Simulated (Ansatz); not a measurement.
Data:

HfF4:
```
HfF4
1.0
    5.87226     4.94980     0.00000
   -5.87226     4.94980     0.00000
   -4.51502     0.00000     6.20437
Hf F
6 24
Direct
  0.21411   0.21411   0.25000
  0.78589   0.78589   0.75000
  0.77631   0.36604   0.33283
  0.22369   0.63396   0.66717
  0.36604   0.77631   0.16717
  0.63396   0.22369   0.83283
  0.68240   0.25851   0.10610
  0.31760   0.74149   0.89390
  0.25851   0.68240   0.39390
  0.74149   0.31760   0.60610
  0.18390   0.40125   0.92503
  0.81610   0.59875   0.07497
  0.40125   0.18390   0.57497
  0.59875   0.81610   0.42503
  0.39347   0.39347   0.75000
  0.60653   0.60653   0.25000
  0.73931   0.50225   0.78290
  0.26069   0.49775   0.21710
  0.50225   0.73931   0.71710
  0.49775   0.26069   0.28290
  0.97025   0.72349   0.65026
  0.02975   0.27651   0.34974
  0.72349   0.97025   0.84974
  0.27651   0.02975   0.15026
  0.00000   0.50000   0.50000
  0.50000   0.00000   0.00000
  0.82832   0.06325   0.54405
  0.17168   0.93675   0.45595
  0.06325   0.82832   0.95595
  0.93675   0.17168   0.04405
```

This is the PBEsol-relaxed structure. x, y and z are the axes in which the lattice vectors are written.

All from DFT-PBEsol in the program Ansatz with PAW potentials, unless another level is named. Give the Born charges (a third of the trace).

Hf +5.31 to +5.34, F -1.41 to -1.30 e.

Predict the electronic dielectric constant ε∞ (DFPT).

2.79 (xx), 2.82 (yy), 2.72 (zz).

Space group C2/c. The first step of the workflow began from a Materials Project structure, measured or hypothetical; the Crystallography Open Database files this formula in space group No. 15, but the cells were not matched. Its standing as an ambient phase is unchecked. The cell was relaxed with PBEsol under the symmetry of its start; its stability against distortions is not shown here. No spin polarisation was allowed. Scalar-relativistic: spin–orbit coupling is off unless named, which matters more the heavier the elements.

Potentials: the earlier of the program's two PAW sets. The files were generated under PBE; for other functionals the program regenerates the frozen cores, and for LDA and PBEsol the local potential too.
